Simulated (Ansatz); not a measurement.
SiC:
Space group P6₂22 (No. 180); a = b = 3.0658 Å, c = 7.0311 Å, α = β = 90.00°, γ = 120.00°

| atom | site | symmetry | x | y | z |
|---|---|---|---|---|---|
| Si | 3d | 222 | 0.5000 | 0.0000 | 0.5000 |
| C | 3c | 222 | 0.5000 | 0.0000 | 0.0000 |

Relaxed with PBEsol. Plane-wave PAW PBEsol (Ansatz code) gives a gap of 0.77 eV.

Task: What gap does HSE06 give on the same cell (Ansatz, PAW)?

Result: 1.64 eV, 0.87 eV more. The hybrid was solved on a coarser mesh and at special points; its gap is the smallest among all of these.

| k | v1 PBEsol | c1 PBEsol | v1 HSE06 | c1 HSE06 |
|---|---|---|---|---|
| Γ | 0.00 | 3.35 | ? | ? |
| A | -0.17 | 2.95 | ? | ? |
| K | -2.38 | 2.51 | ? | ? |
| H | -2.51 | 2.78 | ? | ? |
| M | -2.21 | 0.77 | -2.38 | 1.64 |
| L | -2.07 | 1.81 | -2.24 | 2.73 |

Task: Top valence (v1) and lowest conduction level (c1) in eV from each method's valence maximum (which need not be a listed point): supply the withheld HSE06 values.

Result: 
- Γ, v1 HSE06: 0.00
- Γ, c1 HSE06: 4.39
- A, v1 HSE06: -0.18
- A, c1 HSE06: 3.96
- K, v1 HSE06: -2.57
- K, c1 HSE06: 3.56
- H, v1 HSE06: -2.65
- H, c1 HSE06: 3.76

Cost on shared cores: the PBEsol run (SCF on a 10×10×4 mesh, then bands and DOS) very roughly 18 core-seconds, the HSE06 run (SCF on 6×6×3, then a few points) about 50 core-seconds (a rough figure); the tasks are unlike.

Space group P6_222. The start of the workflow was typed in or built on a structure type; neither database checked (COD, Materials Project) lists it. It is not the phase usual at ambient conditions (space group No. 186, 216). The cell was relaxed with PBEsol under the symmetry of its start; phonons on a q-mesh show no instability. Its formation energy is positive at this level, so the cell may be metastable or incomplete.

Potentials: the later of the program's two PAW sets.
